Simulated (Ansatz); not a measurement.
The relaxed structure here is a generated cell of GaAs: the first start was made by placing the elements on the sites of a structure type, and the end was not matched to a known phase here, so it may be hypothetical. Known forms of GaAs include space group No. 216.

The end point of a relaxation of GaAs. Space group P6₂22 (No. 180). Calculation: PBEsol (plane waves to 420 eV, PAW, scalar-relativistic; Ansatz, an electronic-structure program).

```xyz
6
Lattice="4.0166 0.0000 0.0000 -2.0083 3.4785 0.0000 0.0000 0.0000 8.7909" Properties=species:S:1:pos:R:3 pbc="T T T"
Ga     2.0083     0.0000     4.3955
Ga    -1.0042     1.7392     1.4652
Ga     1.0042     1.7392     7.3258
As     2.0083     0.0000     0.0000
As    -1.0042     1.7392     5.8606
As     1.0042     1.7392     2.9303
```

```yaml
volume_per_atom: 20.47 Å³
band_gap: zero (metallic)
shortest_distances: As–Ga 2.49 Å; Ga–Ga 3.55 Å; As–As 3.55 Å
k-mesh: 10×10×4
```

Band energies at high-symmetry points (eV from the Fermi level; labels of this space group; no spin-orbit coupling), from −5 eV up to 3.9 eV:

| point | energies |
|---|---|
| Γ | -2.93 -1.25 -1.25 -0.75 -0.75 -0.58 -0.48 0.15 1.49 1.49 3.07 3.07 3.67 3.67 |
| M | -4.61 -3.00 -2.73 -2.00 -1.80 -1.72 0.36 0.58 1.40 1.74 2.97 |
| K | -3.76 -3.76 -2.35 -1.77 -1.77 -0.14 2.18 2.18 |
| A | -2.93 -2.93 -2.46 -2.46 -0.72 -0.63 -0.63 -0.37 1.38 1.54 1.54 2.28 3.65 3.73 |
| L | -4.20 -3.69 -2.59 -2.52 -2.18 -1.88 1.02 1.45 2.38 2.96 3.61 3.62 3.82 |
| H | -4.21 -4.21 -3.99 -3.99 -2.25 -1.51 2.38 2.47 2.47 3.42 |

No spin polarisation in the result.

The run could not lose the symmetry of its start: the end is stationary, and may be a saddle point rather than a minimum.
